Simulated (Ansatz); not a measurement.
Suppose Cs2BN2 takes space group P4/mmm (No. 123), with Cs on 2g; B on 1d; N on 2h.

Method: Ansatz 0.2.0, DFT PBE, scalar-relativistic, plane waves, PAW. Cutoff 420 eV, Γ-centred mesh, Gaussian smearing, collinear spin.

Formation energies are uncorrected and refer to the elements' standard structures at the same level (N₂ as a molecule).

Problem. Predict the relaxed structure.

Solution.

Space group P4/mmm (No. 123). a = 4.297 Å, b = 4.297 Å, c = 9.311 Å, α = 90.00°, β = 90.00°, γ = 90.00°
```
atom  site  symmetry       x       y       z
  Cs    2g       4mm  0.0000  0.0000  0.7162
   B    1d     4/mmm  0.5000  0.5000  0.5000
   N    2h       4mm  0.5000  0.5000  0.3551
```

Around Cs lie 4 N at 3.11 Å; B is surrounded by 2 N at 1.35 Å; around N lie 1 B at 1.35 Å, 1 N at 2.70 Å and 4 Cs at 3.11 Å. Another local minimum with the same sites may exist.

Problem. And its energy and gap?

Solution. The energy over the elements is −0.17 eV/atom and the gap on the 10×10×4 mesh of the 5-atom cell is 0 eV (a metal). The net moment per atom is 0.20 μB and the moment by site is N 0.2 (×2) μB. It lies below the elements, which doesn't yet make it stable against other compounds or structures.

The last run used collinear spin and Gaussian smearing of 0.10 eV. The magnetic state reached may not be the lowest. Symmetry constrained the relaxation, so the result can be a saddle point. Site moments count only spheres around the atoms; the net moment includes the space between them.
